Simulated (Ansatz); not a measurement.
Input and command of a calculation in Ansatz (plane waves; scalar-relativistic PAW potentials unless the input names others):

```yaml
crystal:
  lattice:
    - [-1.5448276, 1.5448276, 1.5448276]
    - [1.5448276, -1.5448276, 1.5448276]
    - [1.5448276, 1.5448276, -1.5448276]
  atoms:
    - { symbol: W, position: [0.0, 0.0, 0.0] }
basis:
  ecutwfc: 500
kpoints:
  mp_grid: { grid: [18, 18, 18] }
hamiltonian:
  xc: r2scan
scf:
  occupations: { method: gaussian, width: 0.1 }
  mixing: { preconditioner: none }
output:
  forces: true
  eigenvalues: true
  stress: true
```

```bash
ansatz run input.yaml --threads 1 --pin off --max-ram 2560MiB --backend cpu --events-out ev --progress --plain --runs-dir out
```

Abridged log:
```
Basis set: ecut = 500 eV, 369 PW (Γ), exchange–correlation on 80×80×80 points (64 copies of the dense FFT grid, shifted against one another)
Bands: 11, of which v1, the nominal top of the filled ones, is band 7 counted from 1 (6 counted from 0)
Symmetry: 48 space group operations
k-points: 195 of 5832
SCF iter   1: F=—  HF=-10397.173703 eV  |F-HF|=—  |Δ(HF+E_count)|=         —  Δρ=6.38e-3  dr2=2.05e-3  dr2_τ=6.59e-2  ethr=1.77e-3  ⟨swp⟩=5.0  Hψ=12695  notcnv=0
SCF iter   2: F=—  HF=-10397.198167 eV  |F-HF|=—  |Δ(HF+E_count)|=   2.45e-2  Δρ=3.69e-3  dr2=4.63e-4  dr2_τ=1.22e-4  ethr=1.46e-5  ⟨swp⟩=2.0  Hψ=5454  notcnv=0  defer=8
SCF iter   3: F=—  HF=-10397.198724 eV  |F-HF|=—  |Δ(HF+E_count)|=   5.58e-4  Δρ=7.28e-4  dr2=1.78e-5  dr2_τ=1.24e-5  ethr=3.31e-6  ⟨swp⟩=2.6  Hψ=3181  notcnv=0  defer=8
SCF iter   4: F=—  HF=-10397.198742 eV  |F-HF|=—  |Δ(HF+E_count)|=   1.78e-5  Δρ=3.86e-5  dr2=6.34e-8  dr2_τ=6.27e-8  ethr=1.27e-7  ⟨swp⟩=2.4  Hψ=3326  notcnv=0  defer=8
SCF iter   5: F=-10397.198742 eV  HF=-10397.198742 eV  |F-HF|=5.42e-9  |Δ(HF+E_count)|=   9.26e-9  Δρ=1.35e-5  dr2=8.96e-9  dr2_τ=7.44e-9  ethr=4.53e-10  ⟨swp⟩=2.0  Hψ=3492  notcnv=0  defer=8
SCF iter   6: F=-10397.198742 eV  HF=-10397.198742 eV  |F-HF|=4.97e-10  |Δ(HF+E_count)|=   7.07e-9  Δρ=3.93e-6  dr2=7.33e-10  dr2_τ=2.55e-10  ethr=6.40e-11  ⟨swp⟩=2.1  Hψ=7213  notcnv=0
SCF 1 converged in 6 iterations: F = -10397.198742 eV  dr2 = 7.33e-10
SCF converged after 6 iterations
Free energy (F): -10397.198742 eV
Harris-Foulkes:  -10397.198742 eV  (|F-HF|=4.97e-10)
Internal energy: -10397.195672 eV  (E = F + TS)
E sigma→0 (E₀):  -10397.197207 eV
Entropy (-TS):   -0.003070 eV (-3.070 meV/atom)
Fermi energy:    24.357660 eV
--- Forces (eV/Å), atoms counted from 1 ---
  atom   1  W      0.00000000     0.00000000     0.00000000
--- Stress (GPa, compression-positive) ---
       28.455597       0.000000       0.000000
        0.000000      28.455597       0.000000
        0.000000       0.000000      28.455597
  P = ⅓ Tr σ = 28.4556 GPa (284.556 kbar)
```

Apart from outputs and empty bands, the input differs from a reference run on usual settings in scf.mixing.preconditioner: not typed → "none". The reference, at the same geometry (not necessarily relaxed), gave pressure 28.46 GPa, largest force 0.000 eV/Å, no gap on the mesh. This run converged in 6 SCF iterations (reference: 6) with an energy at zero smearing within 0.01 meV/atom of the reference's, pressure 28.46 GPa, largest force 0.000 eV/Å, no gap on the mesh.

The run took 3.2 s on 1 thread of Arm Neoverse V2 (shared host), peak memory 0.39 GiB.